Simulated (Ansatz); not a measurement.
**Single point on BrO3**

System: artificial BrO3 in the Cu3Au structure, strained and with atoms displaced, expanded.

Ansatz, LAPW, all electrons; functional PBE; scalar-relativistic, point nucleus. Brillouin zone: 2×2×2 (half-step shift), Fermi–Dirac smearing of 0.15 eV; a denser mesh would shift the values. For a metal, stress, forces and moments on so few k-points can be far from the converged ones. No spin polarisation. The cell's electron count is odd, so a run with spin could end lower.

```
Br O
1.0
     3.81511    0.06842    0.07540
     0.06842    3.77132   -0.08203
     0.07540   -0.08203    3.77640
Br O
1 3
Cartesian
  0.8096 3.4588 1.7116
  0.8759 5.4325 3.5609
  2.6818 3.4498 3.6362
  2.7441 5.4450 1.8229
```

Task: What forces and pressure does this calculation give?

Result: 
```json
{"atom": "Br1", "Fx (eV/Å)": "0.136", "Fy (eV/Å)": "-0.253", "Fz (eV/Å)": "-0.051"}
{"atom": "O2", "Fx (eV/Å)": "-0.051", "Fy (eV/Å)": "0.098", "Fz (eV/Å)": "0.104"}
{"atom": "O3", "Fx (eV/Å)": "0.014", "Fy (eV/Å)": "-0.016", "Fz (eV/Å)": "-0.016"}
{"atom": "O4", "Fx (eV/Å)": "-0.099", "Fy (eV/Å)": "0.171", "Fz (eV/Å)": "-0.037"}
```

Stress (GPa; xx, yy, zz, yz, xz, xy; compression positive): -14.68, -16.92, -16.40, -4.42, 4.26, 3.77.

* All-electron E − TS, for this scheme: -77055.725 eV
* Pressure: -16.00 GPa
* Largest force: 0.292 eV/Å

**Single point on BrO₂**

This is generated BrO₂ built from the fluorite structure and then distorted, expanded.

PBE on all-electron LAPW: scalar relativity, no spin–orbit coupling, cores by Dirac's equation, point nuclei (Ansatz). Occupations are Fermi–Dirac at 0.15 eV on a coarse k-mesh, 3×3×3 Γ-centred; the results hold for that mesh. In metals such a mesh can move stress, forces and moments by their own size. Spin-restricted. The cell's electron count is odd, so a run with spin could end lower. Labels count atoms in the order given.

```
CELL_PARAMETERS angstrom
-2.98859 -0.00827 2.74309
-0.09406 2.84142 2.64076
-2.92377 2.87893 0.05654
ATOMIC_POSITIONS crystal
Br 0.74510 0.59665 0.33817
O 0.01369 0.84868 0.58333
O 0.51376 0.35421 0.07577
```

Forces in eV/Å:
```
Br1  -0.080  0.016 -0.123
O2    0.135  0.637  0.154
O3   -0.055 -0.653 -0.032
```

Stress xx yy zz yz xz xy in GPa, positive in compression: -16.45 -14.74 -6.35 -0.67 -6.16 -0.73.

* Pressure: -12.52 GPa
* Largest force: 0.670 eV/Å
